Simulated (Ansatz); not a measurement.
**SbTePd: computed property card**

SbTePd:
```
CELL_PARAMETERS angstrom
      6.48177     0.00000     0.00000
      0.00000     6.48177     0.00000
      0.00000     0.00000     6.48177
ATOMIC_POSITIONS crystal
  Pd 0.00289 0.00289 0.00289
  Pd 0.49711 0.99711 0.50289
  Pd 0.50289 0.49711 0.99711
  Pd 0.99711 0.50289 0.49711
  Sb 0.62868 0.62868 0.62868
  Sb 0.87132 0.37132 0.12868
  Sb 0.12868 0.87132 0.37132
  Sb 0.37132 0.12868 0.87132
  Te 0.37266 0.37266 0.37266
  Te 0.12734 0.62734 0.87266
  Te 0.87266 0.12734 0.62734
  Te 0.62734 0.87266 0.12734
```

Space group P2_13 (No. 198); conventional cell a = b = c = 6.4818 Å, α = β = γ = 90.00°.

Method: the program Ansatz at the LDA level (PAW). The cell and atoms are relaxed at this level. Other levels are named where they apply.

**Cell and energy**

- Volume per atom: 22.69 Å³
- Density: 8.68 g/cm³
- Formation energy from the elements (no fitted shifts): -0.40 eV/atom

**Electronic structure**

- Electronic character: metallic (no gap)
- Density of states at the Fermi level: 0.43 states/eV per atom (mean over ±0.08 eV)

**Mechanics**

Bulk modulus (Birch–Murnaghan fit): 100 GPa
Pressure derivative B′: 4.8

**Phonons**

- Highest zone-centre frequency = 186 cm⁻¹
- Zone-centre stability = no imaginary mode at Γ

The workflow started from an entry of the Crystallography Open Database (COD). Its standing as an ambient phase is unchecked. The cell was relaxed with LDA under the symmetry of its start. The run is not spin-polarised. As this level gives no gap, phonon frequencies hold no LO–TO term and depend on the k-mesh and smearing (Fermi–Dirac, 0.1 eV here). The references are the lowest solids computed at this level, not always the standard phases. Spin–orbit coupling is left out wherever it is not named.

Potentials: the later of the program's two PAW sets.
